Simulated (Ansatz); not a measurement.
**Calculated ⁵⁷Fe Mössbauer parameters for MgVFeP4O14**

Cell: a computed structure from the Materials Project (it need not be an observed phase).

```yaml
crystal:
  lattice:
    - [4.99945, 0.00000, 0.00000]
    - [-1.99626, 6.59028, 0.00000]
    - [-0.36800, -0.57869, 8.18317]
  atoms:
    - { symbol: Mg, position: [0.69533, 0.19676, 0.87244] }
    - { symbol: V, position: [0.50205, 0.27471, 0.49052] }
    - { symbol: Fe, position: [0.45846, 0.69385, 0.03615] }
    - { symbol: P, position: [0.86812, 0.46837, 0.18231] }
    - { symbol: P, position: [0.15585, 0.94533, 0.78574] }
    - { symbol: P, position: [0.88968, 0.06577, 0.27487] }
    - { symbol: P, position: [0.12359, 0.52027, 0.68303] }
    - { symbol: O, position: [0.20063, 0.11869, 0.32131] }
    - { symbol: O, position: [0.34809, 0.11899, 0.69826] }
    - { symbol: O, position: [0.69068, 0.48725, 0.02623] }
    - { symbol: O, position: [0.73208, 0.48002, 0.34079] }
    - { symbol: O, position: [0.82023, 0.37796, 0.67668] }
    - { symbol: O, position: [0.71447, 0.08587, 0.41763] }
    - { symbol: O, position: [0.86036, 0.23023, 0.13790] }
    - { symbol: O, position: [0.09523, 0.74477, 0.66423] }
    - { symbol: O, position: [0.34590, 0.92568, 0.93706] }
    - { symbol: O, position: [0.17349, 0.59895, 0.18688] }
    - { symbol: O, position: [0.25138, 0.51307, 0.85449] }
    - { symbol: O, position: [0.29732, 0.47821, 0.54700] }
    - { symbol: O, position: [0.77161, 0.86506, 0.17244] }
    - { symbol: O, position: [0.88066, 0.97703, 0.82729] }
```

Sites (sets of like atoms) are named by element and the number of their first atom in this list.

The numbers come from a DFT calculation in Ansatz (PBE, plane waves and PAW, scalar-relativistic, collinear spin, 420 eV cutoff, Γ-centred 4×3×3 k-points, Fermi–Dirac smearing 0.02 eV). Start moments as typed (μB): -1 on each V, 4 on each Fe, none on the rest.

Isomer shifts (against α-Fe) follow from the electron density at the nucleus, δ = α(ρ − ρ₀), with α = -0.366 mm s⁻¹ a₀³ and ρ₀ = 14904.00 a₀⁻³ from a line fitted to 10 measured compounds at this level of theory (rms miss 0.11 mm/s). ΔE_Q = ½eQV_zz(1 + η²/3)^½ with Q = 0.160 b for the 14.4 keV state. B_c is the Fermi-contact field along the atom's own moment; orbital and dipolar fields are not included.

Task: Give the isomer shift and quadrupole splitting and contact field of each Fe site.

Result: 

```
site  atoms         first shell  ρ − ρ₀ (a₀⁻³)  δ (mm/s)  ΔE_Q (mm/s)     η  |m| (μB)  B_c (T)
  Fe      3  5 O at 1.92–2.08 Å          -1.92      0.70        -1.04  0.49      3.68    -31.0
```



The largest force is 0.9 eV/Å, so the atoms aren't at the calculated equilibrium and relaxing them would move these values. With a gap of 0.11 eV under a smearing of 0.02 eV the band edges are partly filled, so small gradients can hang on the smearing and the k-mesh. With these PAW files V_zz is typically within 2 to 3 % of all-electron values, but misses above 10 % occur on Fe. The magnetic order is the one that the run reached from its start moments, not necessarily the measured one. Semilocal functionals underestimate the core's spin polarisation, so contact fields of ionic iron come out too small in magnitude.

Hardware: 2 threads of Arm Neoverse N1 (aarch64; 40 cores open to the job, memory cap 5.0 GiB, no GPU), a shared host with a load of 0.8 a core. Wall time 5.3 min, CPU time 10 min, peak memory 1.2 GiB.
